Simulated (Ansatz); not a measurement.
**A plane-wave run on Zn2Rh**

The input, for Ansatz 0.2.0 (plane waves, PAW):

```yaml
crystal:
  lattice:
    - [-2.067425, 3.331626, 3.397737]
    - [4.13485, 0.0, 0.0]
    - [2.067425, 3.331626, -3.397737]
  atoms:
    - { symbol: Zn, position: [0.21, 0.159, 0.892] }
    - { symbol: Zn, position: [0.608, 0.159, 0.29] }
    - { symbol: Zn, position: [0.79, 0.841, 0.108] }
    - { symbol: Zn, position: [0.392, 0.841, 0.71] }
    - { symbol: Rh, position: [0.797, 0.547, 0.703] }
    - { symbol: Rh, position: [0.203, 0.453, 0.297] }
  symmetry: { tolerance: 0.0003 }
kpoints:
  mp_grid: { grid: [8, 8, 8], shift: [0, 0, 0] }
  band_path:
    path:
      - [0.0, 0.0, 0.0]
      - [0.5, 0.0, -0.5]
      - [0.34255929, 0.31488142, -0.34255929]
      - [-0.34255929, 0.68511858, 0.34255929]
      - [0.0, 0.0, 0.0]
      - [0.49036597, 0.0, 0.49036597]
      - [0.50963403, 0.0, -0.49036597]
      - [0.5, 0.0, -0.5]
      - [0.0, 0.0, 0.0]
      - [0.0, 0.5, 0.0]
      - [0.25, 0.5, 0.25]
    npoints: 6
magnetization:
  spin_polarized: false
scf:
  occupations: { method: fermi_dirac }
  lower_state_search: "off"
  max_iter: 200
hamiltonian:
  pseudopotentials: { kind: paw }
  xc: pbe
basis:
  ecutwfc: 420
  fft_grid_basis: typed
output:
  forces: true
  stress: true
  eigenvalues: true
  bader: true
  populations: true
  elf: true
  write_potential: true
  volumetric_format: npy
  dos:
    e_range: [-12, 8]
    de: 0.05
    projected: { site_lists: { Rh: [Rh], Zn: [Zn] } }
checkpoint:
  read: saved_state
```

The run starts from an earlier solution of this cell. 

Parts of the output:

```
Free energy (F): -26082.1032 eV
Harris-Foulkes:  -26082.1032 eV  (|F-HF|=2.89e-8)
Internal energy: -26082.0089 eV  (E = F + TS)
E sigma→0 (E₀):  -26082.0561 eV
Entropy (-TS):   -0.0943 eV (-15.718 meV/atom)
Fermi energy:    12.8214 eV
--- Per-component energies (eV) ---
  E_band       = -152.7249
  E_kinetic    = 1667.7989
  E_local      = -9959.4935  (includes V_loc(G=0)·N_el)
  E_nonlocal   = 3157.1484
  E_hartree    = 3928.9374
  E_xc         = -991.5735
  E_vxc        = -763.2997  (∫ρ·V_xc dr)
  E_paw        = -14475.4140  (= ΣΔE_a)
  E_vpaw       = -2112.7661  (= ΣTr[D̂ρ^β])
  E_aug_tail   = 0.0004  (compensation charges beyond the density's cutoff)
  E_ewald      = -9409.4130
  E_smearing   = -0.0943  (= −TS)
--- Stress (GPa, compression-positive) ---
       -7.0299       0.0000       0.0000
        0.0000     -18.7457       0.0000
        0.0000       0.0000      -0.3367
  P = ⅓ Tr σ = -8.7041 GPa (-87.041 kbar)
--- Löwdin populations: 6 sites ---
  site symbol       q [e]
     0     Zn     11.1879
     1     Zn     11.1879
     2     Zn     11.1879
     3     Zn     11.1879
     4     Rh     17.7411
     5     Rh     17.7411
  spilling = 0.0215 (of n_electrons = 82.0000)
```

Origin: a known structure type with other elements, at an estimated volume, so it need not be a known compound.
